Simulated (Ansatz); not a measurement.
The calculation used Ansatz, DFT PBE, scalar-relativistic, plane waves, PAW. All cells share a 420 eV cutoff and Γ-centred k meshes spaced about 0.3 Å⁻¹ or finer (0.25 for metals, 2π included). No spin polarisation.

These are static total energies at zero pressure.

Two relaxed structures of ScIn₂Se₂:

A.

```cif
data_structure
_symmetry_space_group_name_H-M 'P-6m2'
_symmetry_Int_Tables_number 187
_cell_length_a 3.7363
_cell_length_b 3.7363
_cell_length_c 11.2465
_cell_angle_alpha 90.000
_cell_angle_beta 90.000
_cell_angle_gamma 120.000
_cell_volume 135.97
loop_
_atom_site_label
_atom_site_type_symbol
_atom_site_symmetry_multiplicity
_atom_site_Wyckoff_symbol
_atom_site_fract_x
_atom_site_fract_y
_atom_site_fract_z
_atom_site_occupancy
Sc1 Sc 1 a 0.00000 0.00000 0.00000 1
In1 In 2 i 0.66667 0.33333 0.36027 1
Se1 Se 2 h 0.33333 0.66667 0.14804 1
```

B.

```cif
data_structure
_symmetry_space_group_name_H-M 'P-3m1'
_symmetry_Int_Tables_number 164
_cell_length_a 3.7982
_cell_length_b 3.7982
_cell_length_c 11.1013
_cell_angle_alpha 90.000
_cell_angle_beta 90.000
_cell_angle_gamma 120.000
_cell_volume 138.70
loop_
_atom_site_label
_atom_site_type_symbol
_atom_site_symmetry_multiplicity
_atom_site_Wyckoff_symbol
_atom_site_fract_x
_atom_site_fract_y
_atom_site_fract_z
_atom_site_occupancy
Sc1 Sc 1 a 0.00000 0.00000 0.00000 1
In1 In 2 c 0.00000 0.00000 0.64587 1
Se1 Se 2 d 0.66667 0.33333 0.85720 1
```

Task: Which is lower in energy, and by how much?

Result: B is lower, by 67 meV/atom. A has space group P-6m2 (No. 187), 27.2 Å³/atom and no gap on its mesh; B has space group P-3m1 (No. 164), 27.7 Å³/atom and no gap. In A, around Sc lie 6 Se at 2.72 Å; In has 1 In at 3.14 Å, 3 Se at 3.22 Å and 6 In at 3.74 Å; Se has 3 Sc at 2.72 Å and 3 In at 3.22 Å. In B, Sc has 6 Se at 2.71 Å, 6 Sc at 3.80 Å and 2 In at 3.93 Å; In has 3 Se at 3.21 Å, 1 In at 3.24 Å, 6 In at 3.80 Å and 1 Sc at 3.93 Å; around Se lie 3 Sc at 2.71 Å and 3 In at 3.21 Å. Both come from trial cells of a structure search, whose lowest cell (R-3m, 26.5 Å³/atom) lies 18 meV/atom below the lower of the two.

In P-6m2, P-3m1 an odd number of electrons in the primitive cell allows no gap without spin; a larger cell or a magnetic state could open one. Trial moments fell under 0.15 μB along the way in P-6m2 and P-3m1; another start might hold them. With atoms moved at random, B (by 18 meV/atom) fell into a lower structure. A had no clear such test and can be a saddle point. Some types were kept out of the candidates beforehand, so the set may lack a known form.
